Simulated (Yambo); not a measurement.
A BSE run in Yambo for YVO4 (space group I4_1/amd, No. 141) (PBEsol bands; 4×4×4 mesh, 20 valence and 11 conduction bands, static screening with 107 bands and a 3 Ry block, scissor 2.15 eV, Tamm-Dancoff; field along x) gives:

```
state  energy (eV)  states within 2 meV  relative strength  class
-----  -----------  -------------------  -----------------  -----
1             3.95                    1             < 0.01   dark
2             3.98                    1             < 0.01   dark
3             4.25                    1             < 0.01   dark
4             4.27                    2             < 0.01   weak
5             4.34                    2             < 0.01   dark
```

Axes are Cartesian, with cell vectors (Å) (-3.57, 3.57, 3.15), (3.57, -3.57, 3.15), (3.57, 3.57, -3.15).

Problem. What changes when the window shrinks to 11 valence and 6 conduction bands?

Solution. The lowest state goes from 3.953 eV to 3.979 eV, and its distance below the direct gap from 1.083 eV to 1.057 eV. These are vertical excitations (zero momentum). The scissor comes from a G0W0 run whose convergence isn't established.

Geometry of the Materials Project entry, not relaxed at this level; primitive cell a = 5.9468 Å, b = 5.9468 Å, c = 5.9468 Å, α = 106.28°, β = 106.28°, γ = 116.07°.

The runs are not spin-polarised; magnetic order was not tried.
